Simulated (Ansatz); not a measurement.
AlN:
```
AlN
1.0
    0.00000     2.18475     2.18475
    2.18475     0.00000     2.18475
    2.18475     2.18475     0.00000
Al N
1 1
Cartesian
  0.00000   0.00000   0.00000
  1.09238   1.09238   1.09238
```

x, y and z are the axes in which the lattice vectors are written.

**Question.** Give the proper piezoelectric stress tensor with relaxed ions from the program Ansatz at the r²SCAN level (PAW).

**Answer.** In C/m², rows x, y, z, Voigt columns; mesh uncertainty up to 0.00.
```
0.00  0.00  0.00  0.51  0.00  0.00
0.00  0.00  0.00  0.00  0.51  0.00
0.00  0.00  0.00  0.00  0.00  0.51
```

The elastic tensor of the same run (GPa):

```json
[
 {"": "1", "1": "308", "2": "162", "3": "162", "4": "0.0", "5": "0.0", "6": "0.0"},
 {"": "2", "1": "162", "2": "308", "3": "162", "4": "0.0", "5": "0.0", "6": "0.0"},
 {"": "3", "1": "162", "2": "162", "3": "308", "4": "0.0", "5": "0.0", "6": "0.0"},
 {"": "4", "1": "0.0", "2": "0.0", "3": "0.0", "4": "197", "5": "0.0", "6": "0.0"},
 {"": "5", "1": "0.0", "2": "0.0", "3": "0.0", "4": "0.0", "5": "197", "6": "0.0"},
 {"": "6", "1": "0.0", "2": "0.0", "3": "0.0", "4": "0.0", "5": "0.0", "6": "197"}
]
```

**Question.** Convert to strain constants d = e·S.

**Answer.** In pC/N:
```
0.0  0.0  0.0  2.6  0.0  0.0
0.0  0.0  0.0  0.0  2.6  0.0
0.0  0.0  0.0  0.0  0.0  2.6
```

Space group F-43m (zinc blende). The r²SCAN relaxation kept the symmetry of its start; phonons on a q-mesh show no instability.

Potentials: the earlier of the program's two PAW sets.
